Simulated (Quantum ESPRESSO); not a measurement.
## AsSi6Ga (input and log of a self-consistent run)

Simulated, not a measurement. The program is pw.x of Quantum ESPRESSO 7.5 (plane-wave density functional theory). The cell is made up: 8 atoms on a zincblende/diamond lattice, with randomly drawn elements, strain and displacements, not relaxed. PseudoDojo standard norm-conserving files (v0.5 for PBE, v0.4.1 for LDA and PBEsol) set the functional; there is no spin polarisation, spin-orbit coupling or dispersion term, and the masses in the input are unused placeholders.

Input:

```
&control calculation='scf', pseudo_dir='./dojo.nc.sr.pbe.v0_5.standard.upf', outdir='./o', disk_io='medium', tprnfor=.true., tstress=.true. /
&system ibrav=0, nat=8, ntyp=3, nbnd=36, ecutwfc=84.00895049, nosym=.true., tot_charge=0,
 occupations='smearing', smearing='fd', degauss=0.0073498644
/
&electrons conv_thr=7.350e-09, electron_maxstep=60, /
ATOMIC_SPECIES
As 1.0 As.upf
Ga 1.0 Ga.upf
Si 1.0 Si.upf
CELL_PARAMETERS angstrom
5.4483 0.0219 0.0798
0.0219 5.4962 -0.0113
0.0798 -0.0113 5.3693
ATOMIC_POSITIONS angstrom
As 0.0877 0.0288 0.0642
Si 0.0824 2.7068 2.6163
Si 2.7773 0.0501 2.693
Ga 2.6986 2.7499 0.029
Si 1.3777 1.4276 1.3594
Si 1.5306 4.1432 4.0301
Si 4.0718 1.3494 4.0878
Si 4.1002 4.1414 1.3713
K_POINTS automatic
6 6 6 1 1 1
```

The log is shortened where brackets say so; the opening notice, blank lines, dates and the lines on written files are dropped, and the path of the files is cut. It prints rydbergs, bohrs and kilobars, and counts compression as positive stress.

```
     Program PWSCF v.7.5
     Parallel version (MPI & OpenMP), running on       1 processor cores
     Number of MPI processes:                 1
     Threads/MPI process:                     1
     [start-up lines left out]
     bravais-lattice index     =            0
     lattice parameter (alat)  =      10.2970  a.u.
     unit-cell volume          =    1084.7616 (a.u.)^3
     number of atoms/cell      =            8
     number of atomic types    =            3
     number of electrons       =        52.00
     number of Kohn-Sham states=           36
     kinetic-energy cutoff     =      84.0090  Ry
     charge density cutoff     =     336.0358  Ry
     scf convergence threshold =      7.3E-09
     mixing beta               =       0.7000
     number of iterations used =            8  plain     mixing
     Exchange-correlation= PBE
                           (   1   4   3   4   0   0   0)
     [axes and pseudopotential details left out]
   Cartesian axes
     site n.     atom                  positions (alat units)
         1        As     tau(   1) = (   0.0160949   0.0052854   0.0117821  )
         2        Si     tau(   2) = (   0.0151222   0.4967582   0.4801495  )
         3        Si     tau(   3) = (   0.5096966   0.0091945   0.4942256  )
         4        Ga     tau(   4) = (   0.4952533   0.5046680   0.0053221  )
         5        Si     tau(   5) = (   0.2528387   0.2619965   0.2494802  )
         6        Si     tau(   6) = (   0.2808993   0.7603697   0.7396133  )
         7        Si     tau(   7) = (   0.7472662   0.2476450   0.7502026  )
         8        Si     tau(   8) = (   0.7524782   0.7600394   0.2516642  )
     number of k points=   108  Fermi-Dirac smearing, width (Ry)=  0.0073
     Number of k-points >= 100: set verbosity='high' to print them.
     Dense  grid:   112905 G-vectors     FFT dimensions: (  64,  64,  60)
     Estimated max dynamical RAM per process >     145.18 MB
     Initial potential from superposition of free atoms
     starting charge      51.9934, renormalised to      52.0000
     Starting wfcs are   42 randomized atomic wfcs
     total cpu time spent up to now is       43.6 secs
     per-process dynamical memory:    98.7 Mb
     Self-consistent Calculation
     iteration #  1     ecut=    84.01 Ry     beta= 0.70
     Davidson diagonalization with overlap
     ethr =  1.00E-02,  avg # of iterations =  4.7
     Threshold (ethr) on eigenvalues was too large:
     Diagonalizing with lowered threshold
     Davidson diagonalization with overlap
     ethr =  4.42E-04,  avg # of iterations =  5.0
     total cpu time spent up to now is      215.3 secs
     total energy              =    -415.75800010 Ry
     estimated scf accuracy    <       0.24913970 Ry
     iteration #  2     ecut=    84.01 Ry     beta= 0.70
     Davidson diagonalization with overlap
     ethr =  4.79E-04,  avg # of iterations =  2.3
     total cpu time spent up to now is      295.3 secs
     total energy              =    -415.76951889 Ry
     estimated scf accuracy    <       0.06351751 Ry
     iteration #  3     ecut=    84.01 Ry     beta= 0.70
     Davidson diagonalization with overlap
     ethr =  1.22E-04,  avg # of iterations =  4.3
     total cpu time spent up to now is      368.5 secs
     total energy              =    -415.78790406 Ry
     estimated scf accuracy    <       0.02267889 Ry
     iteration #  4     ecut=    84.01 Ry     beta= 0.70
     Davidson diagonalization with overlap
     ethr =  4.36E-05,  avg # of iterations =  4.3
     total cpu time spent up to now is      441.7 secs
     total energy              =    -415.79207316 Ry
     estimated scf accuracy    <       0.00017082 Ry
     iteration #  5     ecut=    84.01 Ry     beta= 0.70
     Davidson diagonalization with overlap
     c_bands:  1 eigenvalues not converged
     c_bands:  1 eigenvalues not converged
     c_bands:  1 eigenvalues not converged
     c_bands:  1 eigenvalues not converged
     c_bands:  1 eigenvalues not converged
     c_bands:  1 eigenvalues not converged
     c_bands:  1 eigenvalues not converged
     c_bands:  1 eigenvalues not converged
     ethr =  3.28E-07,  avg # of iterations = 10.1
     total cpu time spent up to now is      562.4 secs
     total energy              =    -415.79215961 Ry
     estimated scf accuracy    <       0.00006914 Ry
     iteration #  6     ecut=    84.01 Ry     beta= 0.70
     Davidson diagonalization with overlap
     ethr =  1.33E-07,  avg # of iterations =  2.1
     total cpu time spent up to now is      631.7 secs
     total energy              =    -415.79217293 Ry
     estimated scf accuracy    <       0.00000793 Ry
     iteration #  7     ecut=    84.01 Ry     beta= 0.70
     Davidson diagonalization with overlap
     ethr =  1.52E-08,  avg # of iterations =  2.0
     total cpu time spent up to now is      699.1 secs
     total energy              =    -415.79217462 Ry
     estimated scf accuracy    <       0.00000025 Ry
     iteration #  8     ecut=    84.01 Ry     beta= 0.70
     Davidson diagonalization with overlap
     ethr =  4.85E-10,  avg # of iterations =  4.0
     total cpu time spent up to now is      794.9 secs
     total energy              =    -415.79217476 Ry
     estimated scf accuracy    <       0.00000013 Ry
     iteration #  9     ecut=    84.01 Ry     beta= 0.70
     Davidson diagonalization with overlap
     ethr =  2.49E-10,  avg # of iterations =  2.0
     total cpu time spent up to now is      880.0 secs
     total energy              =    -415.79217478 Ry
     estimated scf accuracy    <       0.00000002 Ry
     iteration # 10     ecut=    84.01 Ry     beta= 0.70
     Davidson diagonalization with overlap
     ethr =  3.19E-11,  avg # of iterations =  2.1
     total cpu time spent up to now is      966.1 secs
     End of self-consistent calculation
     Number of k-points >= 100: set verbosity='high' to print the bands.
     the Fermi energy is     7.5410 ev
!    total energy              =    -415.79217478 Ry
     estimated scf accuracy    <          5.7E-10 Ry
     smearing contrib. (-TS)   =      -0.00124847 Ry
     internal energy E=F+TS    =    -415.79092632 Ry
     The total energy is F=E-TS. E is the sum of the following terms:
     one-electron contribution =    -236.42867055 Ry
     hartree contribution      =     146.76936387 Ry
     xc contribution           =    -108.04701405 Ry
     ewald contribution        =    -218.08460559 Ry
     convergence has been achieved in  10 iterations
     Forces acting on atoms (cartesian axes, Ry/au):
     atom    1 type  1   force =    -0.04253540   -0.01090153   -0.03937379
     atom    2 type  3   force =    -0.04801939    0.04732805    0.06222313
     atom    3 type  3   force =    -0.00710731   -0.00472621   -0.00329287
     atom    4 type  2   force =     0.01949787    0.02201663    0.00198308
     atom    5 type  3   force =     0.04706659   -0.01541795    0.01631450
     atom    6 type  3   force =    -0.02078525   -0.02913756   -0.03567434
     atom    7 type  3   force =     0.04548915    0.02198115   -0.01819819
     atom    8 type  3   force =     0.00639373   -0.03114257    0.01601846
     Total force =     0.149239     Total SCF correction =     0.000091
     Computing stress (Cartesian axis) and pressure
          total   stress  (Ry/bohr**3)                   (kbar)     P=       54.79
   0.00034411  -0.00006378  -0.00021896           50.62       -9.38      -32.21
  -0.00006378   0.00032716   0.00013474           -9.38       48.13       19.82
  -0.00021896   0.00013474   0.00044601          -32.21       19.82       65.61
     init_run     :     38.78s CPU     43.45s WALL (       1 calls)
     electrons    :    868.31s CPU    922.47s WALL (       1 calls)
     forces       :     14.35s CPU     14.54s WALL (       1 calls)
     stress       :     56.00s CPU     56.34s WALL (       1 calls)
     [timing details left out]
     PWSCF        :  16m18.00s CPU  17m18.00s WALL
     JOB DONE.
```

In other units: free energy -5657.141 eV for the cell, pressure 5.48 GPa, largest force component 1.600 eV/Å. A rerun of this cell at 1437 eV and a 8 x 8 x 8 mesh moved values by no more than 0.002 eV in energy, 0.02 GPa in stress and 0.003 eV/Å in force.